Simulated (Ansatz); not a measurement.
## Ansatz run, Cs2LiSiF6

The input, for Ansatz 0.2.0 (plane waves, PAW):

```yaml
crystal:
  lattice:
    - [3.106371, 5.38039, 0.0]
    - [-3.106371, 5.38039, 0.0]
    - [0.0, 0.0, 5.056491]
  atoms:
    - { symbol: Li, position: [0.0, 0.0, 0.5] }
    - { symbol: Cs, position: [0.3333, 0.3333, 0.2699] }
    - { symbol: Cs, position: [0.6666, 0.6667, 0.7301] }
    - { symbol: F, position: [0.1388, 0.1392, 0.7618] }
    - { symbol: F, position: [0.722, 0.1388, 0.7618] }
    - { symbol: F, position: [0.1392, 0.722, 0.7618] }
    - { symbol: F, position: [0.278, 0.8608, 0.2382] }
    - { symbol: F, position: [0.8608, 0.8612, 0.2382] }
    - { symbol: F, position: [0.8612, 0.278, 0.2382] }
    - { symbol: Si, position: [0.0, 0.0, 0.0] }
  symmetry: { tolerance: 0.0003 }
kpoints:
  mp_grid: { grid: [6, 6, 7], shift: [0, 0, 0] }
  band_path:
    path:
      - [0.0, 0.0, 0.0]
      - [0.49999996, 0.50000001, 0.0]
      - [0.33333331, 0.66666672, 0.0]
      - [0.0, 0.0, 0.0]
      - [0.0, 0.0, 0.5]
      - [0.49999996, 0.50000001, 0.5]
      - [0.33333331, 0.66666672, 0.5]
      - [0.0, 0.0, 0.5]
    npoints: 7
magnetization:
  spin_polarized: false
scf:
  occupations: { method: fermi_dirac }
  lower_state_search: "off"
  max_iter: 200
hamiltonian:
  pseudopotentials: { kind: paw }
  xc: pbe
basis:
  ecutwfc: 420
  fft_grid_basis: typed
output:
  forces: true
  stress: true
  eigenvalues: true
  bader: true
  populations: true
  elf: true
  write_potential: true
  volumetric_format: npy
  dos:
    e_range: [-12, 8]
    de: 0.05
    projected: { site_lists: { Cs: [Cs], F: [F], Li: [Li], Si: [Si] } }
checkpoint:
  read: saved_state
```

The saved state is an earlier solution for the same cell, perhaps on another mesh. 

Excerpt of what it printed:

```
Warning: the atoms were moved onto the symmetric positions of the space group found under crystal.symmetry.tolerance 3.0e-4 (fractional; no operation is sought that the atoms, as they stand in a round, miss by more than twice it, and no atom is moved by as much as it), and the run uses the moved positions.
Pseudopotentials: kind: paw
Pseudopotential: Li, paw, valence charge 3, recommended cutoff 420 eV (normal), Li.paw.azcp
Pseudopotential: Cs, paw, valence charge 9, recommended cutoff 420 eV (normal), Cs.paw.azcp
Pseudopotential: F, paw, valence charge 7, recommended cutoff 420 eV (normal), F.paw.azcp
Pseudopotential: Si, paw, valence charge 4, recommended cutoff 420 eV (normal), Si.paw.azcp
Functional definition: PBE
  exchange = pbe_x(kappa = kappa, mu = beta*pi^2/3)
  correlation = pbe_c(beta = beta)
Crystal: 10 atoms, lattice volume = 169.023 Å³
Basis set: ecut = 420 eV, 3347 PW (Γ), exchange–correlation on 90×90×72 points (8 copies of the dense FFT grid, shifted against one another)
Bands: 44, of which v1, the nominal top of the filled ones, is band 34 counted from 1 (33 counted from 0)
Symmetry: 12 space group operations
Space group: P-3m1 (ITA 164), of the structure as read, at distance tolerance 1.7e-3 Å
k-points: 37 of 252
Initial density: read from a saved state, or passed on in memory by an earlier SCF of this step, an earlier step, the calling program or the single point that the run made first
Functional: x = pbe(κ = 0.804, μ = 0.2195), c = pbe(β = 0.0667)
Free energy (F): -17042.0105 eV
Harris-Foulkes:  -17042.0105 eV  (|F-HF|=4.61e-8)
Internal energy: -17041.9091 eV  (E = F + TS)
E sigma→0 (E₀):  -17041.9598 eV
Entropy (-TS):   -0.1015 eV (-10.148 meV/atom)
Fermi energy:    7.9268 eV
--- Stress (GPa, compression-positive) ---
        2.3596       0.0000       0.0000
        0.0000       2.3596       0.0000
        0.0000       0.0000       1.9859
  P = ⅓ Tr σ = 2.2350 GPa (22.350 kbar)
--- Löwdin populations: 10 sites ---
  site symbol       q [e]
     0     Li      2.2736
     1     Cs      8.1396
     2     Cs      8.1396
     3      F      7.5720
     4      F      7.5720
     5      F      7.5720
     6      F      7.5720
     7      F      7.5720
     8      F      7.5720
     9     Si      2.6446
  spilling = 0.0055 (of n_electrons = 67.0000)
--- Bader charges: 10 sites ---
  site symbol  charge [e]  shift [e]
     0     Li      0.8990     0.0009
     1     Cs      0.8974     0.0000
     2     Cs      0.8974     0.0000
     3      F     -0.8844     0.0022
     4      F     -0.8844     0.0022
     5      F     -0.8844     0.0022
     6      F     -0.8844     0.0022
     7      F     -0.8844     0.0022
     8      F     -0.8844     0.0022
     9     Si      2.6125     0.0143
```

Absolute energies hang on the potentials; compare differences alone.

Origin: a known structure type with other elements, at an estimated volume, so it need not be a known compound. Caveats: many states at the Fermi level without spin polarisation, so a magnetic state may lie lower.
